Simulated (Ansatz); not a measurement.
Relaxed-ion elastic tensor of Ir (fcc (Cu type), space group No. 225) in GPa (Voigt order), r²SCAN+D4 in the plane-wave PAW code Ansatz; density 22.63 g/cm³, 14.10 Å³ per atom.

```
649  256  256  0.0  0.0  0.0
256  649  256  0.0  0.0  0.0
256  256  649  0.0  0.0  0.0
0.0  0.0  0.0  285  0.0  0.0
0.0  0.0  0.0  0.0  285  0.0
0.0  0.0  0.0  0.0  0.0  285
```

Is the crystal mechanically stable?

Yes: the smallest eigenvalue of C is 285 GPa.

Work out the Voigt, Reuss and Hill averages.

K_V = 387, K_R = 387, K_H = 387; G_V = 250, G_R = 242, G_H = 246 GPa.

Give Young's modulus, Poisson's ratio, Pugh's ratio and the universal anisotropy index.

E = 9KG/(3K + G) = 609 GPa; ν = 0.24; K/G = 1.58 (brittle by the Pugh limit of 1.75); A_U = 5G_V/G_R + K_V/K_R − 6 = 0.17.

Estimate the sound speeds and the Debye temperature.

v_l = √((K + 4G/3)/ρ) = 5620 m/s, v_t = √(G/ρ) = 3300 m/s, mean 3650 m/s; Θ = (h/k)(3n/4πV)^(1/3) v_m = 450 K.

Give the Zener ratio and Young's modulus along [100], [110] and [111].

A = 2C44/(C11 − C12) = 1.45; 1/E = S11 − 2(S11 − S12 − S44/2)Γ with Γ = 0, 1/4, 1/3 gives 505, 630, 687 GPa.

Space group Fm-3m (fcc (Cu type)). Symmetry was held in the r²SCAN+D4 relaxation. The run is not spin-polarised. The pairwise dispersion correction was not fitted to metals. As this level gives no gap, shear constants depend on the k-mesh and smearing (Fermi–Dirac, 0.1 eV here). Spin–orbit coupling is left out wherever it is not named.

Potentials: the later of the program's two PAW sets.
